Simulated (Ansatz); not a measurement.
Relaxed-ion elastic tensor of OsN$_{2}$ in space group P6/mmm (No. 191; Os on 1a, N on 2e) in GPa (Voigt order), DFT-LDA in the program Ansatz with PAW potentials; density 11.20 g/cm³, 10.79 Å³ per atom.

```
 337   117  22.0   0.0   0.0   0.0
 117   337  22.0   0.0   0.0   0.0
22.0  22.0  1660   0.0   0.0   0.0
 0.0   0.0   0.0  45.4   0.0   0.0
 0.0   0.0   0.0   0.0  45.4   0.0
 0.0   0.0   0.0   0.0   0.0   110
```

**Question.** Is the crystal mechanically stable?

**Answer.** Yes: the smallest eigenvalue of C is 45.4 GPa.

**Question.** Work out the Voigt, Reuss and Hill averages.

**Answer.** K_V = 295, K_R = 204, K_H = 250; G_V = 185, G_R = 77.5, G_H = 131 GPa.

**Question.** Give Young's modulus, Poisson's ratio, Pugh's ratio and the universal anisotropy index.

**Answer.** E = 9KG/(3K + G) = 335 GPa; ν = 0.28; K/G = 1.90 (ductile by the Pugh limit of 1.75); A_U = 5G_V/G_R + K_V/K_R − 6 = 7.41.

**Question.** Estimate the sound speeds and the Debye temperature.

**Answer.** v_l = √((K + 4G/3)/ρ) = 6160 m/s, v_t = √(G/ρ) = 3420 m/s, mean 3810 m/s; Θ = (h/k)(3n/4πV)^(1/3) v_m = 514 K.

**Question.** How much does each axis shrink under pressure?

**Answer.** Linear compressibilities β_i = Σ_j S_ij (j = 1 to 3): x 2.2, y 2.2, z 0.54 per TPa.

The first step of the workflow began from a Materials Project structure, measured or hypothetical; the Crystallography Open Database copy checked does not list it. Its standing as an ambient phase is unchecked. Symmetry was held in the LDA relaxation; its stability against distortions is not shown here. No spin polarisation was allowed. As this level gives no gap, shear constants depend on the k-mesh and smearing (Fermi–Dirac, 0.1 eV here). Spin–orbit coupling is left out wherever it is not named.

Potentials: the later of the program's two PAW sets.
